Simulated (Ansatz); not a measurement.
Te2Mo:
```cif
data_Mo2Te4
_chemical_formula_sum 'Te4 Mo2'
_space_group_name_H-M_alt 'P 1'
_space_group_IT_number 1
_cell_length_a 3.47304
_cell_length_b 3.47304
_cell_length_c 13.77648
_cell_angle_alpha 90.000
_cell_angle_beta 90.000
_cell_angle_gamma 120.000
loop_
_space_group_symop_operation_xyz
  'x, y, z'
loop_
_atom_site_label
_atom_site_type_symbol
_atom_site_fract_x
_atom_site_fract_y
_atom_site_fract_z
_atom_site_occupancy
Te1 Te 0.33333 0.66667 0.61963 1
Te2 Te 0.66667 0.33333 0.38037 1
Te3 Te 0.66667 0.33333 0.11963 1
Te4 Te 0.33333 0.66667 0.88037 1
Mo1 Mo 0.33333 0.66667 0.25000 1
Mo2 Mo 0.66667 0.33333 0.75000 1
```

Relaxed with LDA.

Task: Which orbitals make up the states near the band edges in the program Ansatz at the LDA level (PAW)?

Result: Top 1 eV of the valence band: Mo 4d 53 %, Te 5p 42 %. Bottom 1 eV of the conduction band: Mo 4d 68 %, Te 5p 25 %. Projections are on Löwdin-orthogonalised atomic valence shells; empty p or d shells of many metals are not among them.

Task: Tabulate the density of states.

Result: States/eV per cell of 6 atoms, in 0.25 eV bins, energy from the valence-band maximum.

```
E (eV)  total  Te 5p  Mo 4d  Mo 5s
------  -----  -----  -----  -----
-7.85    0.00   0.00   0.00   0.00
-7.60    0.00   0.00   0.00   0.00
-7.35    0.00   0.00   0.00   0.00
-7.10    0.00   0.00   0.00   0.00
-6.85    0.00   0.00   0.00   0.00
-6.60    0.00   0.00   0.00   0.00
-6.35    0.00   0.00   0.00   0.00
-6.10    0.05   0.04   0.01   0.00
-5.85    1.10   0.80   0.16   0.09
-5.60    2.20   1.59   0.33   0.17
-5.35    2.80   1.98   0.50   0.19
-5.10    5.87   4.14   1.25   0.26
-4.85    6.43   4.50   1.59   0.12
-4.60    3.85   2.59   1.01   0.07
-4.35    2.51   1.66   0.65   0.06
-4.10    2.23   1.45   0.55   0.08
-3.85    5.38   3.39   1.43   0.16
-3.60    4.20   2.71   1.12   0.11
-3.35    6.19   3.59   1.92   0.17
-3.10    4.20   2.48   1.35   0.11
-2.85    5.48   3.13   1.98   0.07
-2.60    5.81   2.87   2.67   0.05
-2.35    4.01   1.86   1.96   0.03
-2.10    5.26   2.69   2.26   0.04
-1.85    7.95   4.29   3.20   0.05
-1.60    6.56   3.42   2.79   0.03
-1.35    7.57   3.64   3.56   0.06
-1.10    6.43   2.71   3.44   0.03
-0.85    2.84   1.06   1.66   0.01
-0.60    7.59   3.17   4.07   0.09
-0.35    4.24   1.78   2.26   0.05
-0.10    1.26   0.69   0.48   0.01
0.15     0.00   0.00   0.00   0.00
0.40     0.00   0.00   0.00   0.00
0.65     0.09   0.03   0.06   0.00
0.90     1.51   0.43   0.95   0.01
1.15     4.63   1.07   3.23   0.08
1.40     7.09   1.78   4.87   0.09
1.65     8.86   2.27   5.92   0.24
1.90     5.72   2.01   3.21   0.11
2.15     5.79   2.50   2.82   0.05
2.40     5.89   2.79   2.61   0.03
2.65     3.84   1.99   1.49   0.01
2.90     2.85   1.61   0.98   0.01
3.15     4.38   2.33   1.62   0.02
3.40     5.63   3.09   2.01   0.06
3.65     2.96   1.52   1.00   0.15
3.90     3.16   1.46   1.09   0.21
4.15     1.83   0.65   0.51   0.32
4.40     1.49   0.40   0.28   0.39
4.65     1.68   0.27   0.15   0.54
4.90     1.71   0.23   0.12   0.54
5.15     1.80   0.24   0.10   0.57
5.40     1.33   0.16   0.06   0.37
```

Space group P6_3/mmc. The LDA relaxation kept the symmetry of its start. No spin polarisation was allowed. A crystal of weakly bound layers computed without a dispersion correction: the cell and the soft elastic constants depend strongly on that. Scalar-relativistic: spin–orbit coupling is off unless named, which matters more the heavier the elements.

Potentials: the earlier of the program's two PAW sets. The files were generated under PBE; for other functionals the program regenerates the frozen cores, and for LDA and PBEsol the local potential too.
